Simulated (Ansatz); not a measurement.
# TaBiS$_{3}$: computed properties

Computed with DFT PBE, scalar-relativistic, plane waves, PAW in Ansatz 0.2.0.

Settings: cutoff 420 eV, Γ-centred mesh 8×8×8 on the computed 10-atom cell, Gaussian smearing of 0.10 eV; no spin polarisation.

The structure is relaxed at this level of theory with its symmetry kept, and needn't be the ground state of this composition.

```
Ta Bi S
1.0
     3.51920    2.03181    4.91879
    -3.51920    2.03181    4.91879
     0.00000   -4.06362    4.91879
Ta Bi S
2 2 6
Direct
  0.50000 0.50000 0.50000
  0.00000 0.00000 0.00000
  0.75000 0.75000 0.75000
  0.25000 0.25000 0.25000
  0.84983 0.25000 0.65017
  0.65017 0.84983 0.25000
  0.25000 0.65017 0.84983
  0.15017 0.75000 0.34983
  0.34983 0.15017 0.75000
  0.75000 0.34983 0.15017
```

| Quantity | Value |
| --- | --- |
| Space group | R-3c (No. 167) |
| Volume per atom | 21.10 Å³ |
| Formation energy from the elements' standard states (uncorrected) | -0.463 eV/atom |
| Kohn–Sham band gap | none (metal) |
| Density of states at the Fermi level | 6.4 states/eV per cell |
| Orbital (Löwdin) character within 0.5 eV of the Fermi level | Ta 5d 52 %, Bi 6p 25 %, S 3p 16 %, unprojected 4 % |
| Bader charge by site (e) | Ta (2 in the cell) 1.80, Bi (2 in the cell) 1.10, S (6 in the cell) -0.97 |

Spin-orbit coupling is left out, which matters for the bands of heavy elements.

The cell was found from a structure generator's guess, not taken from experiment. Löwdin shares on free-atom orbitals overweight diffuse shells.
